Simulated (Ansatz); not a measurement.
A geometry of CaSnF6 away from equilibrium: the start of the relaxation of a relaxed CaSnF6 cell shaken by Gaussian noise of σ = 0.08 Å a coordinate. Calculation: r2SCAN (plane waves to 500 eV, PAW, scalar-relativistic; Ansatz, a quantum-chemistry and plane-wave program). Γ-centred k-mesh 5×5×5 on the run's cell (coarser than for final values), Fermi–Dirac smearing 0.05 eV.

```xyz
8
Lattice="2.8416 1.6406 4.9003 -2.8416 1.6406 4.9003 0.0000 -3.2812 4.9003" Properties=species:S:1:pos:R:3 pbc="T T T"
Ca     0.0148    -0.0722     0.0166
Sn    -0.0321    -0.0504     7.3236
F      1.0086    -1.2345     8.4732
F     -1.0132     0.9952     6.3180
F     -1.6457    -0.3406     8.4231
F      1.7712     0.4886     6.2841
F      0.6190     1.4234     8.5689
F     -0.4361    -1.5334     6.0576
```

Problem. Predict the force on each atom, in eV/Å.

Solution. 
| atom | Fx | Fy | Fz |
|---|---|---|---|
| Ca1 | 0.54 | 0.36 | -1.05 |
| Sn2 | 4.70 | -2.82 | 3.45 |
| F3 | 0.17 | -0.33 | 0.02 |
| F4 | -3.32 | 4.15 | -3.85 |
| F5 | 0.14 | -0.25 | 0.21 |
| F6 | -1.95 | -1.17 | 1.19 |
| F7 | -0.52 | -0.29 | -0.43 |
| F8 | 0.24 | 0.35 | 0.46 |

Problem. What is the pressure?

Solution. +3.3 GPa, compression positive.

No spin polarisation in the result.

The cell that was disturbed is our relaxation of an entry of Materials Project.
